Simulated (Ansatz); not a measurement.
InAs:
```cif
data_As4In4
_chemical_formula_sum 'In4 As4'
_space_group_name_H-M_alt 'P63mc'
_space_group_IT_number 186
_space_group_name_Hall 'P 6c -2c'
_cell_length_a 4.31623
_cell_length_b 4.31623
_cell_length_c 14.12267
_cell_angle_alpha 90.000
_cell_angle_beta 90.000
_cell_angle_gamma 120.000
loop_
_atom_site_label
_atom_site_type_symbol
_atom_site_symmetry_multiplicity
_atom_site_Wyckoff_symbol
_atom_site_fract_x
_atom_site_fract_y
_atom_site_fract_z
_atom_site_occupancy
In1 In 2 a 0.00000 0.00000 0.00008 1
In2 In 2 b 0.33333 0.66667 0.25020 1
As1 As 2 a 0.00000 0.00000 0.31293 1
As2 As 2 b 0.33333 0.66667 0.06242 1
```

This is the HSE06-relaxed structure.

All from DFT-HSE06 in the program Ansatz with PAW potentials, unless another level is named. Give the band gap.

0.38 eV (direct).

Give the valence-band maximum.

at Γ.

Space group P6_3mc. The cell is a constructed one: a structure type filled with these elements; the Crystallography Open Database copy checked does not list it. It is not the phase usual at ambient conditions (space group No. 216). Symmetry was held in the HSE06 relaxation; whether a distortion lowers the energy is not shown. The hybrid was solved on a coarse mesh, the path and, where they were found, the r²SCAN edge points; its band edges are the extreme levels among these. Spin–orbit coupling is left out wherever it is not named.

Potentials: the later of the program's two PAW sets.
